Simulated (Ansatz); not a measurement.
CuI (zinc blende)

```
CELL_PARAMETERS angstrom
      0.00000     3.01151     3.01151
      3.01151     0.00000     3.01151
      3.01151     3.01151     0.00000
ATOMIC_POSITIONS crystal
  I  0.75000 0.75000 0.75000
  Cu 0.00000 0.00000 0.00000
```

In this cell atom 1 (I, nearest neighbour Cu at 2.608 Å; its periodic images, 4.3 Å or more away, move with it) is moved by s along Cartesian x, unit vector (1.000, 0.000, 0.000); all other atoms and the cell stay fixed.

These are r2SCAN (plane waves to 500 eV, PAW, scalar-relativistic; Ansatz, a first-principles code) values and carry that method's errors. k mesh 8×8×8 (Γ-centred), Fermi-Dirac smearing 0.05 eV. E stands for the smeared free energy. CuI is run without spin polarisation. CuI was relaxed with its symmetry unable to fall. Spin-orbit coupling is left out, though I is heavy. The zero of ΔE is the undisplaced structure.

```csv
s (Å),ΔE (meV/cell)
-0.780,805
-0.624,withheld
-0.468,292
-0.312,129
-0.156,32
0.000,0
0.156,32
0.312,129
0.468,292
0.624,withheld
0.780,805
```

Question: Fit an even polynomial form (powers 2, 4) to the given rows and predict ΔE at s = 0.624.

Answer: Least squares on the 9 given rows: ΔE = (1335)·s² + (-19.38)·s⁴, in meV/cell with s in Å; root-mean-square residual 0.5 meV/cell. At 0.624 the fit gives 517 meV/cell; the calculation gives 520 meV/cell, so the interpolation is off by -3 (-0.6 %). The quadratic term alone would give 520 meV/cell.

(For displaced atoms, the force is minus the slope of the energy, and its curvature is a force constant, which sets phonon frequencies.)
